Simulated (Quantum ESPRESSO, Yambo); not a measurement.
BP (wurtzite, space group P6_3mc, No. 186). Cell and atoms were relaxed with PBEsol from Materials Project entry mp-1008559, within its symmetry. Chain: norm-conserving PBEsol (Quantum ESPRESSO, 76 Ry, scalar-relativistic); G0W0 in Yambo (6×6×4 Γ-centred k mesh, 84 bands and a 8 Ry block in the screening, 84 bands in G with the Bruneval-Gonze terminator, plasmon pole fitted at 27.2 eV); BSE (9×9×6 mesh, 5 valence and 4 conduction bands, static screening with 24 bands and a 4 Ry block, scissor 0.84 eV, Tamm-Dancoff).

The PBEsol gap (dense path) is 0.83 eV, the PBEsol gap Γ → K on the GW mesh is 0.83 eV and the PBEsol smallest direct gap on the GW mesh, at Γ is 2.69 eV. The G0W0 direct gap at that point is 3.53 eV. The G0W0 correction to the gap Γ → K is 0.80 eV and the lowest exciton is no binding energy given (see below).

Rough cost of the Yambo steps against G0W0 for 12 states: BSE within a factor of two.

Nearest settings tried, and what they do to the gap: 1 Ry block (9 vectors against 147): -254 meV; 3×3×2 mesh: -23 meV. Not varied: bands in G, bands in W. So the settings aren't converged at that level. The BSE states are vertical excitations (zero momentum); the indirect quasiparticle gap, about 1.63 eV, is smaller than the direct one (3.53 eV on the GW mesh). The lowest state covers only about 1 of the 486 k points, so the mesh doesn't resolve it: its energy and its distance from the direct gap are mesh artefacts. An extended exciton needs a far denser mesh. Axes are Cartesian, with cell vectors (Å) (3.18, 0.00, 0.00), (-1.59, 2.75, 0.00), (0.00, 0.00, 5.27).

This is not the ordinary phase of the substance; no match was found in the copy of COD used, and its stability was not checked.
